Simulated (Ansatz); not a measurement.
Starting cell, NaCl (rock salt):

```xyz
4
Lattice="0.0000 5.6077 5.6077 2.8039 2.8039 5.6077 2.8039 2.8039 0.0000" Properties=species:S:1:pos:R:3 pbc="T T T"
Cl     0.0000     0.0000     0.0000
Cl     2.8039     5.6077     8.4116
Na     2.8039     8.4116     8.4116
Na     2.8039     5.6077     5.6077
```

The atoms are displaced by Q × the pattern below (from a DFPT mode at X = (0.5, 0.5, 0.0), largest move 1; Q in Å), at fixed cell. It is one choice among 2 degenerate patterns. (q is in reciprocal vectors of the primitive cell; the cell shown is doubled to hold the pattern.)

```
atom      x       y      z
----  -----  ------  -----
Cl1   0.000  -0.727  0.000
Cl2   0.000   0.727  0.000
Na3   0.000  -1.000  0.000
Na4   0.000   1.000  0.000
```

These are r2SCAN (plane waves to 500 eV, PAW, scalar-relativistic; Ansatz, a first-principles code) values and carry that method's errors. k mesh 10×10×10 (Γ-centred), Fermi-Dirac smearing 0.05 eV. The energy includes the smearing's −TS. NaCl was relaxed with its symmetry unable to fall. The zero of ΔE is the undisplaced structure.

```csv
Q (Å),ΔE (meV/cell)
-0.1000,53.9
-0.0833,36.8
-0.0667,withheld
-0.0500,12.9
-0.0333,5.7
-0.0167,1.4
0.0000,0.0
0.0167,1.4
0.0333,5.7
0.0500,12.9
0.0667,withheld
0.0833,36.8
0.1000,53.9
```

Question: Fit an even polynomial form (powers 2, 4) to the given rows and predict ΔE at Q = -0.0667.

Answer: Least squares on the 11 given rows: ΔE = (5096)·Q² + (29440)·Q⁴, in meV/cell with Q in Å; root-mean-square residual 0.02 meV/cell. At -0.0667 the fit gives 23.3 meV/cell; the calculation gives 23.2 meV/cell, so the interpolation is off by 0.1 (+0.4 %). The quadratic term alone would give 22.7 meV/cell.

(For displaced atoms, the force is minus the slope of the energy, and its curvature is a force constant, which sets phonon frequencies.)
